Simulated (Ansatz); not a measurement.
Relaxation of a generated trial cell of Sb in the AFLOW prototype A_oP8_62_2c (A_c); 8 atoms in the cell, which starts as Pnma (No. 62), oP8; a = 7.7834 Å, b = 5.5172 Å, c = 5.7088 Å, α = β = γ = 90.00°. The numbers are results of r2SCAN (plane waves to 500 eV, PAW, scalar-relativistic; Ansatz, a program for electronic structure), not measurements. Γ-centred k-mesh 4×6×6 on the run's cell (coarser than for final values), Fermi–Dirac smearing 0.05 eV. This is the first round of the run. 

The optimiser's lines from the output (shortened; P is positive under compression):

```
relax step   1: F+E_penalty+E_count = -51991.06027785 eV  Δ(F+E_penalty+E_count) = +0.000e0 eV  max|allowed force component| = 2.809e-1 eV/Å  Δτ_max = 0.0000 Å  P = -1.355 GPa  Ω = 245.148 Å³  (8 SCF iters, dr2 threshold 1.00e-7 eV, accepted)
relax step   2: F+E_penalty+E_count = -51991.20294718 eV  Δ(F+E_penalty+E_count) = -1.427e-1 eV  max|allowed force component| = 1.607e-1 eV/Å  Δτ_max = 0.0600 Å  P = +1.016 GPa  Ω = 235.545 Å³  (7 SCF iters, dr2 threshold 8.00e-7 eV, accepted)
relax step   3: F+E_penalty+E_count = -51991.34306920 eV  Δ(F+E_penalty+E_count) = -1.401e-1 eV  max|allowed force component| = 1.158e-1 eV/Å  Δτ_max = 0.0405 Å  P = +0.900 GPa  Ω = 235.666 Å³  (8 SCF iters, dr2 threshold 8.00e-7 eV, accepted)
relax step   4: F+E_penalty+E_count = -51991.46312448 eV  Δ(F+E_penalty+E_count) = -1.201e-1 eV  max|allowed force component| = 1.950e-1 eV/Å  Δτ_max = 0.0964 Å  P = +0.167 GPa  Ω = 236.523 Å³  (8 SCF iters, dr2 threshold 8.00e-7 eV, accepted)
relax step   5: F+E_penalty+E_count = -51991.70135906 eV  Δ(F+E_penalty+E_count) = -2.382e-1 eV  max|allowed force component| = 3.130e-1 eV/Å  Δτ_max = 0.0999 Å  P = -0.339 GPa  Ω = 241.477 Å³  (8 SCF iters, dr2 threshold 8.00e-7 eV, accepted)
relax step   6: F+E_penalty+E_count = -51992.10102965 eV  Δ(F+E_penalty+E_count) = -3.997e-1 eV  max|allowed force component| = 3.889e-1 eV/Å  Δτ_max = 0.1301 Å  P = -0.890 GPa  Ω = 244.560 Å³  (9 SCF iters, dr2 threshold 8.00e-7 eV, accepted)
relax step   7: F+E_penalty+E_count = -51992.59740634 eV  Δ(F+E_penalty+E_count) = -4.964e-1 eV  max|allowed force component| = 4.309e-1 eV/Å  Δτ_max = 0.1439 Å  P = -1.707 GPa  Ω = 246.606 Å³  (9 SCF iters, dr2 threshold 8.00e-7 eV, accepted)
relax step   8: F+E_penalty+E_count = -51992.86559085 eV  Δ(F+E_penalty+E_count) = -2.682e-1 eV  max|allowed force component| = 2.169e-1 eV/Å  Δτ_max = 0.1911 Å  P = +2.098 GPa  Ω = 235.089 Å³  (9 SCF iters, dr2 threshold 8.00e-7 eV, accepted)
relax step   9: F+E_penalty+E_count = -51992.89057689 eV  Δ(F+E_penalty+E_count) = -2.499e-2 eV  max|allowed force component| = 1.954e-1 eV/Å  Δτ_max = 0.1949 Å  P = -0.543 GPa  Ω = 252.901 Å³  (8 SCF iters, dr2 threshold 8.00e-7 eV, accepted)
relax step  10: F+E_penalty+E_count = -51992.94242264 eV  Δ(F+E_penalty+E_count) = -5.185e-2 eV  max|allowed force component| = 9.026e-2 eV/Å  Δτ_max = 0.1558 Å  P = +0.095 GPa  Ω = 244.598 Å³  (9 SCF iters, dr2 threshold 8.00e-7 eV, accepted)
relax step  11: F+E_penalty+E_count = -51993.00690709 eV  Δ(F+E_penalty+E_count) = -6.448e-2 eV  max|allowed force component| = 1.667e-1 eV/Å  Δτ_max = 0.1494 Å  P = +0.092 GPa  Ω = 239.698 Å³  (9 SCF iters, dr2 threshold 8.00e-7 eV, accepted)
relax step  12: F+E_penalty+E_count = -51993.01843759 eV  Δ(F+E_penalty+E_count) = -1.153e-2 eV  max|allowed force component| = 9.922e-2 eV/Å  Δτ_max = 0.1921 Å  P = +0.624 GPa  Ω = 233.265 Å³  (10 SCF iters, dr2 threshold 8.00e-7 eV, accepted)
relax step  13: F+E_penalty+E_count = -51993.08854776 eV  Δ(F+E_penalty+E_count) = -7.011e-2 eV  max|allowed force component| = 2.810e-2 eV/Å  Δτ_max = 0.0697 Å  P = -0.441 GPa  Ω = 237.519 Å³  (10 SCF iters, dr2 threshold 8.00e-7 eV, accepted)
relax step  14: F+E_penalty+E_count = -51993.09995178 eV  Δ(F+E_penalty+E_count) = -1.140e-2 eV  max|allowed force component| = 1.530e-3 eV/Å  Δτ_max = 0.0169 Å  P = +0.018 GPa  Ω = 235.522 Å³  (7 SCF iters, dr2 threshold 8.00e-7 eV, accepted)
relax step  15: F+E_penalty+E_count = -51993.10182113 eV  Δ(F+E_penalty+E_count) = -1.869e-3 eV  max|allowed force component| = 5.999e-4 eV/Å  Δτ_max = 0.0011 Å  P = -0.003 GPa  Ω = 235.582 Å³  (4 SCF iters, dr2 threshold 8.00e-7 eV, accepted)
relax step  16: F+E_penalty+E_count = -51993.10191247 eV  Δ(F+E_penalty+E_count) = -9.134e-5 eV  max|allowed force component| = 3.091e-4 eV/Å  Δτ_max = 0.0003 Å  P = -0.000 GPa  Ω = 235.575 Å³  (4 SCF iters, dr2 threshold 3.59e-8 eV, accepted)
relax step  17: F+E_penalty+E_count = -51993.10514358 eV  Δ(F+E_penalty+E_count) = -3.231e-3 eV  max|allowed force component| = 2.976e-4 eV/Å  Δτ_max = 0.0000 Å  P = +0.002 GPa  Ω = 235.575 Å³  stress off target by 1.06e-2 GPa  SCF on the basis re-selected at this cell (its energy is not comparable with the rows above)  (7 SCF iters)
```

From the first to the last row the energy changes by -0.26 eV/atom and the volume by -3.9 %. The last row is marked as not comparable with the walk above it, whose basis was carried along; it does compare with step 1, since both stand on a basis selected at the nominal cutoff for their own cell.

Later rounds, restarted from the end of this one on a renewed k-mesh, logged 9 more steps and released under 0.01 eV/atom more. The final structure after all rounds: Pm-3m (No. 221), cP1, simple cubic type; a = 3.084 Å, b = 3.084 Å, c = 3.084 Å, α = 90.00°, β = 90.00°, γ = 90.00°. Between re-selections the logged energies stand on a plane-wave basis carried along with the cell. No spin polarisation in the result. The relaxed primitive cell holds an odd number of electrons. A magnetic state may lie lower.

The run could not lose the symmetry of its start, so the end can be a saddle point.

The relaxed structure here is a generated cell of Sb: the first start was made by placing the elements on the sites of a structure type, and the end was not matched to a known phase here, so it may be hypothetical. Known forms of Sb include space group No. 166.
